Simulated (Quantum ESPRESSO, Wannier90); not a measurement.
Mg2Si (Fm-3m), plane waves to Wannier functions

Materials Project entry mp-1367; symmetrised, unrelaxed at this level. COD (Crystallography Open Database) has an entry of this formula and space group (matched by these alone). Computed values, not measurements, from PBEsol: Quantum ESPRESSO (norm-conserving PseudoDojo potentials, cutoff 68 Ry, no spin polarisation, no spin-orbit coupling) on a Γ-centred 8×8×8 mesh, then Wannier90. Density: 8×8×8 mesh, cold smearing 0.01 Ry. The gap is small at this level and was sampled on the meshes and a path alone.

On the energy scale of pw.x, whose zero is arbitrary, the valence-band maximum lies at 5.85 eV.

Isolated groups of bands, relative to the valence-band maximum (bands from 13 on overlap up to the last one computed):

| bands | from (eV) | to (eV) | filling | weight on atomic waves |
|---|---|---|---|---|
| 1–2 | -75.67 | -75.67 | filled | Mg 2s 99 % |
| 3–8 | -42.62 | -42.59 | filled | Mg 2p 100 % |
| 9 | -9.15 | -7.09 | filled | Si 3s 70 %, Mg 3s 27 % |
| 10–12 | -4.80 | 0.00 | filled | Si 3p 75 %, Mg 3s 15 %, Si 3s 4 % |

Input w.win:

```
num_bands = 21
num_wann = 12
exclude_bands = 1-8
num_iter = 800
conv_tol = 1.0e-6
conv_window = 4
dis_num_iter = 1000
dis_conv_tol = 1.0e-6
dis_froz_max = 1.62
write_hr = true
write_u_matrices = true
begin projections
Mg: s;p
Si: s;p
end projections
begin unit_cell_cart
ang
    0.0000000000    3.1698200000    3.1698200000
    3.1698200000    0.0000000000    3.1698200000
    3.1698200000    3.1698200000    0.0000000000
end unit_cell_cart
begin atoms_frac
Mg   0.2500000000  0.2500000000  0.2500000000
Mg  -0.2500000000 -0.2500000000 -0.2500000000
Si   0.0000000000  0.0000000000  0.0000000000
end atoms_frac
mp_grid = 8 8 8
begin kpoints
0.0000000000 0.0000000000 0.0000000000
0.0000000000 0.0000000000 0.1250000000
0.0000000000 0.0000000000 0.2500000000
... (509 more lines: the 8x8x8 mesh through Gamma)
end kpoints
```

The run ends without an error message, but its bands miss those of pw.x by 198 meV rms and 0.85 eV at worst (states up to 1.1 eV relative to the valence-band maximum).

Problem. What is the mistake?

Solution. Window typed relative to the reference level, not as an absolute energy. With that mended (12 functions from bands 9-29 of the 29 computed, start hydrogen-like Mg: s;p; Si: s;p, frozen window up to 1.62 eV relative to the valence-band maximum, outer window open) the misfit is 8.1 meV rms.
